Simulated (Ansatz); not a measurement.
The computed numbers are results of r²SCAN, scalar-relativistic (no spin polarisation) in the plane-wave PAW code Ansatz at 500 eV, 12×12×12 k-mesh, Gaussian smearing of 0.05 eV; PAW files: Ansatz's generated set soft_2.

A crystal of composition CuX, relaxed at this level of theory, gives this pattern between 10° and 80°.

Cu Kα1 powder pattern (kinematic, no thermal factors).
2θ (°) (relative intensity): 28.70 (14), 33.26 (100), 47.75 (71), 56.67 (7), 59.44 (24), 69.84 (11), 77.19 (3), 79.58 (30)

Which lattice and cell does the pattern come from?

Cubic, space group Fm-3m (No. 225), a = 5.383 Å, b = 5.383 Å, c = 5.383 Å, α = 90.00°, β = 90.00°, γ = 90.00°. The line positions fix the lattice at most, not the space group, and lines under 1 % of the strongest aren't listed; this is the group of the computed cell.

The calculation on CuX, where X is one element, gave:

```
Band gap                                              : zero (metallic)
Density of states at the Fermi level                  : 0.45 states/(eV·atom)
Bader charges                                         : Cu -0.05; X 0.05 e
Formation energy from the elements (0 K, uncorrected) : 0.18 eV/atom (unstable against the elements)
Bulk modulus (Birch–Murnaghan)                        : 87 GPa
Pressure derivative B0′                               : 4.9
```

Sites: Cu on 4b, X on 4a.

Which element is X?
A. Te
B. I
C. Sn
D. Sb

D. X is Sb, so the compound is CuSb.

The structure was built from a prototype; whether the compound forms in it isn't claimed.

Scalar-relativistic only: spin–orbit splittings of the heavy atoms' levels are missing.
